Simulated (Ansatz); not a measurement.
Consider the following.

Mn₃SiN:
```cif
data_Mn3NSi
_chemical_formula_sum 'Si1 N1 Mn3'
_space_group_name_H-M_alt 'P 1'
_space_group_IT_number 1
_cell_length_a 3.71835
_cell_length_b 3.71835
_cell_length_c 3.71835
_cell_angle_alpha 90.000
_cell_angle_beta 90.000
_cell_angle_gamma 90.000
loop_
_space_group_symop_operation_xyz
  'x, y, z'
loop_
_atom_site_label
_atom_site_type_symbol
_atom_site_fract_x
_atom_site_fract_y
_atom_site_fract_z
_atom_site_occupancy
Si1 Si 0.00000 0.00000 0.00000 1
N1 N 0.50000 0.50000 0.50000 1
Mn1 Mn 0.50000 0.50000 0.00000 1
Mn2 Mn 0.50000 0.00000 0.50000 1
Mn3 Mn 0.00000 0.50000 0.50000 1
```
The run is spin-polarised; directions of the spins, atom by atom: 0 0 ↑ ↑ ↑.

This is the PBE-relaxed structure.

All from DFT-PBE in the program Ansatz with PAW potentials, unless another level is named. Predict the electronic character.

metallic (no gap).

And the formation energy from the elements (no fitted shifts)?

-0.29 eV/atom.

And the density of states at the Fermi level?

0.93 states/eV per atom (mean over ±0.08 eV).

Space group Pm-3m (anti-perovskite). The start of the workflow was typed in or built on a structure type; neither database checked (COD, Materials Project) lists it. Its standing as an ambient phase is unchecked. Symmetry was held in the PBE relaxation; its stability against distortions is not shown here. Magnetic state: ferromagnetic, chosen from 4 collinear starts compared on coarse meshes (ties went to the first, and starts can fall back to one state), not a proven ground state. The volume moved by -16 % from the start of the relaxation. No Hubbard U is applied. The references are the lowest solids computed at this level, not always the standard phases (solids in place of the gases).

Potentials: the later of the program's two PAW sets.
